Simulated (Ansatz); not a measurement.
# Cold compression of TePt (zincblende type)

```
Pt Te
1.0
     0.00000    2.95282    2.95282
     2.95282    0.00000    2.95282
     2.95282    2.95282    0.00000
Pt Te
1 1
Direct
  0.00000 0.00000 0.00000
  0.25000 0.25000 0.25000
```

The cell comes from a relaxation on PAW files under the same functional, begun from a prototype that needn't be the stable phase.

Its volume is scaled at fixed shape and fractional positions.

Computed with Ansatz 0.2.0; functional LDA, scalar-relativistic. Settings: a Γ-centred 11×11×11 k mesh, Fermi–Dirac smearing of 0.05 eV, no spin polarisation. Methods: LAPW: all electrons, basis error target 1 meV/atom; PAW: frozen-core files, cutoff 420 eV; crystal datasets: all electrons, by PAW datasets that the program makes for each cell; norm-conserving: pseudopotentials, cutoff 1143 eV; PAW (cutoff 250 eV): frozen-core files, cutoff 250 eV.

Energies are extrapolated to zero smearing and count from the unscaled cell; pressure is positive in compression; gaps take the mesh and a band path. No temperature or zero-point motion is included.

Spin–orbit coupling is left out, which matters for the heavy atoms. The PAW files were made under PBE. The structure type is held throughout; the real material can change phase at far lower pressure.

```
V/V0  V (Å³/atom)  P LAPW (GPa)  ΔE LAPW (eV/atom)  P PAW − LAPW (GPa)  ΔE PAW − LAPW (meV/atom)
1.00        25.75          0.04              0.000               -0.05                       0.0
0.88        22.66         18.84              0.160               -0.07                      -1.1
0.78        20.08          49.5                  ?               -0.10                      -2.4
0.68        17.51         107.5              1.893               -0.15                      -4.3
0.58        14.93         221.8              4.432               -0.25                      -7.4
0.50        12.87         397.7              8.298               -0.55                     -12.0
0.43        11.07         678.6                  ?               -1.99                     -24.3
```

(1) What belongs in the row "0.43", column "ΔE LAPW (eV/atom)"?

(2) Fill in "ΔE LAPW (eV/atom)" for the row "0.78".

(3) Fit the Vinet equation to the LAPW pressures over the whole range, with residuals weighted by 1/(|P| + 0.03·Pmax).

(4) From the table, what is the rise of the enthalpy H = E + pV up to the last row, and how stiff is the crystal between the last two rows?

(5) At the smallest volume, how far do crystal datasets and norm-conserving and PAW (cutoff 250 eV) lie from LAPW in pressure?

(6) How do the Löwdin populations by LAPW change from the unscaled cell to the last row?

## Answers

(1) 14.196.

(2) 0.683.

(3) V0 = 25.76 Å³/atom, B0 = 103 GPa and B0′ = 5.41, and the fit misses no point by more than 2.1 GPa. A fit over so wide a range pins B0 less well than one near rest.

(4) ΔH = 14.196 eV + (678.6 GPa × 11.07 Å³ − 0.04 GPa × 25.75 Å³) × 0.006242 eV/(GPa·Å³) = 61.08 eV/atom, of which pV makes 77 %. The mean bulk modulus there is −ΔP/Δln V = 1860 GPa.

(5) crystal datasets: 0.00 GPa; norm-conserving: -6.49 GPa; PAW (cutoff 250 eV): -0.81 GPa, on a LAPW pressure of 678.6 GPa.

(6) Pt 5s 1.98 → 1.90, Pt 6s 0.80 → 0.75, Pt 5d 9.08 → 9.31, Te 5s 1.83 → 1.56, Te 5p 4.08 → 4.18 electrons an atom. These are projections on the shells that the free atoms fill; 0.25 e a cell lies outside them at the start and 0.42 e at the end.
